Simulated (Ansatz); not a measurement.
Ansatz (a quantum-chemistry and plane-wave program) input:

Ansatz 0.2 input:
```yaml
crystal:
  lattice:
    - [0.0, 2.6820778737, 2.6820778737]
    - [2.6820778737, 0.0, 2.6820778737]
    - [2.6820778737, 2.6820778737, 0.0]
  atoms:
    - { symbol: Ag, position: [0.0, 0.0, 0.0] }
    - { symbol: Al, position: [0.5, 0.5, 0.5] }
kpoints:
  mp_grid: { grid: [28, 28, 28] }
hamiltonian:
  xc: r2scan
  pseudopotentials: { azcp: { folder: ./paw }, kind: paw }
scf:
  occupations: { method: fermi_dirac, width: 0.1 }
elastic: { mode: relaxed_ion, stencil: two_point, amplitude: 0.005, f_tol: 0.0005 }
```

Output (shortened):

```
Pseudopotential: Ag, paw, valence charge 19
Pseudopotential: Al, paw, valence charge 3
Functional definition: r2SCAN
Crystal: 2 atoms, lattice volume = 38.587 Å³
Basis set: ecut = 500 eV, 941 PW (Γ), exchange–correlation on 120×120×120 points (64 copies of the dense FFT grid, shifted against one another)
Bands: 15, of which v1, the nominal top of the filled ones, is band 11 counted from 1 (10 counted from 0)
Symmetry: 48 space group operations
Space group: Fm-3m (ITA 225), of the structure as read, at distance tolerance 3.4e-5 Å
k-points: 624 of 21952
the search or the solves at the SCF's close seem to have found levels that the self-consistency loop had missed (the run counts 2) …
SCF 1 converged in 12 iterations: F = -8143.722441 eV  dr2 = 1.38e-14
Crystal: 2 atoms, lattice volume = 38.587 Å³
SCF 2 converged in 2 iterations: F = -8143.722441 eV  dr2 = 6.87e-15
Crystal: 2 atoms, lattice volume = 38.394 Å³
Symmetry: 16 space group operations
k-points: 1639 of 21952
SCF 3 converged in 10 iterations: F = -8143.721977 eV  dr2 = 8.73e-15
Crystal: 2 atoms, lattice volume = 38.780 Å³
Basis set: ecut = 500 eV, 949 PW (Γ), exchange–correlation on 120×120×120 points (64 copies of the dense FFT grid, shifted against one another)
SCF 4 converged in 8 iterations: F = -8143.722175 eV  dr2 = 5.30e-15
Crystal: 2 atoms, lattice volume = 38.587 Å³
Symmetry: 8 space group operations
k-points: 3060 of 21952
SCF 5 converged in 10 iterations: F = -8143.722485 eV  dr2 = 7.49e-15
Crystal: 2 atoms, lattice volume = 38.587 Å³
SCF 6 converged in 8 iterations: F = -8143.722485 eV  dr2 = 4.49e-14
SCF converged after 2 iterations
Free energy (F): -8143.722441 eV
Harris-Foulkes:  -8143.722441 eV  (|F-HF|=0.00e0)
Internal energy: -8143.697287 eV  (E = F + TS)
E sigma→0 (E₀):  -8143.709864 eV
Entropy (-TS):   -0.025154 eV (-12.577 meV/atom)
Fermi energy:    10.737955 eV
--- Per-component energies (eV) ---
  E_band       = -375.547921
  E_kinetic    = 489.544147
  E_local      = -3039.346342  (includes V_loc(G=0)·N_el)
  E_nonlocal   = 41.256863
  E_hartree    = 1445.792266
  E_xc         = -185.426211
  E_vxc        = -254.174109  (∫ρ·V_xc dr)
  E_paw        = -4451.283200  (= ΣΔE_a)
  E_vpaw       = -522.681930  (= ΣTr[D̂ρ^β])
  E_aug_tail   = 0.000152  (compensation charges beyond the density's cutoff)
  E_vtau       = 18.268765  (kinetic-family band-sum trace: ∫τ·v_τ [+ j·A + Jᵃ·Aᵃ] dr)
  E_ewald      = -2443.665547
  E_core_change = -0.569414  (= ΣΔE_core)
  E_smearing   = -0.025154  (= −TS)
  E_closure    = 0.000000  (closes the sum)
  Σ components = -8143.722441   (vs F -8143.722441, Δ=0.00e0)
--- Forces (eV/Å), atoms counted from 1 ---
  atom   1  Ag     0.00000000     0.00000000     0.00000000
  atom   2  Al     0.00000000     0.00000000     0.00000000
  max |Σ_I F_I| component: 0.0 eV/Å
--- Stress (GPa, compression-positive) ---
        0.075177       0.000000       0.000000
        0.000000       0.075177       0.000000
        0.000000       0.000000       0.075177
  P = ⅓ Tr σ = 0.0752 GPa (0.752 kbar)
--- Band table (eV; the first three rows and the last of 624) ---
  k-point 0: bands = ["-84.8189", "-47.3883", "-47.3883", "-47.3883", "1.3153", "5.0314", "5.0314", "5.0672", "5.0672", "5.0672", "15.3965", "15.3965", "15.3965", "20.3417", "20.3417"]
  k-point 1: bands = ["-84.8189", "-47.3884", "-47.3883", "-47.3883", "1.3373", "5.0281", "5.0281", "5.0643", "5.0714", "5.0714", "15.2540", "15.4013", "15.4013", "20.1051", "20.3585"]
  k-point 2: bands = ["-84.8189", "-47.3886", "-47.3884", "-47.3884", "1.4033", "5.0162", "5.0162", "5.0558", "5.0862", "5.0862", "14.8591", "15.4158", "15.4158", "19.7455", "20.4004"]
  k-point 623: bands = ["-84.8187", "-47.3919", "-47.3919", "-47.3906", "3.7120", "4.9256", "4.9743", "4.9743", "5.7034", "9.0652", "9.3616", "9.3616", "9.4360", "19.6309", "20.1655"]
--- Elastic constants: 2 strain directions × 2 members + reference (group order 48) ---
  dense FFT box of the reference and of every strained cell: 30×30×30
  strains applied: 11, 23; error gains: componentwise 1.00 (the most a stress slope's error grows in a printed constant), spectral 1.73 (1 for all six strains …
  C = ∂σ_k/∂η_j (tension-positive GPa; Voigt order 11 22 33 23 13 12):
       121.175     43.885     43.885      0.000      0.000      0.000
        43.885    121.175     43.885      0.000      0.000      0.000
        43.885     43.885    121.175      0.000      0.000      0.000
         0.000      0.000      0.000    -14.539      0.000      0.000
         0.000      0.000      0.000      0.000    -14.539      0.000
         0.000      0.000      0.000      0.000      0.000    -14.539
  reference stress σ⁰ (GPa):     -0.075     -0.075     -0.075      0.000      0.000      0.000
  moduli (Voigt/Reuss/Hill, GPa): K = 69.65/69.65/69.65   G = 6.73/-32.34/-12.80   E = -40.92   ν = 0.598
  mechanically stable: NO (min eigenvalue of sym C = -14.54 GPa)
  strain η (Voigt 11):  stress-route row diagonal C_11 = 121.17 GPa, energy-path curvature d²(F+E_count+ΔE)/dδ²/Ω₀ = 121.14 GPa
         δ    σ_11 (GPa)             F (eV)   n_scf  n_hpsi   n_pw
    -5.000e-3      -0.7024       -8143.7219770      10  527701    990   relax 0 steps, max|allowed force component| 0.0 eV/Å
     5.000e-3       0.5094       -8143.7221753       8  463625   1002   relax 0 steps, max|allowed force component| 0.0 eV/Å
  strain η (Voigt 23):  stress-route row diagonal C_44 = -14.54 GPa, energy-path curvature d²(F+E_count+ΔE)/dδ²/Ω₀ = -14.51 GPa
         δ    σ_23 (GPa)             F (eV)   n_scf  n_hpsi   n_pw
    -5.000e-3       0.0727       -8143.7224845      10  1045610    995   relax 0 steps, max|allowed force component| 0.0 eV/Å
     5.000e-3      -0.0727       -8143.7224845       8  876956    995   relax 0 steps, max|allowed force component| 0.0 eV/Å
```

Cost: about 10 core-minutes (a rough figure) on shared cores.

The start of the workflow was typed in or built on a structure type; neither database checked (COD, Materials Project) lists it. Its standing as an ambient phase is unchecked. The cell was relaxed with r²SCAN under the symmetry of its start. At this level the phase is mechanically unstable. The run is not spin-polarised. The volume moved by 21 % from the start of the relaxation. Its formation energy is positive at this level, so the cell may be metastable or incomplete. As this level gives no gap, shear constants depend on the k-mesh and smearing (Fermi–Dirac, 0.1 eV here). Spin–orbit coupling is left out wherever it is not named.

Potentials: the earlier of the program's two PAW sets.

Ansatz is a plane-wave DFT program.
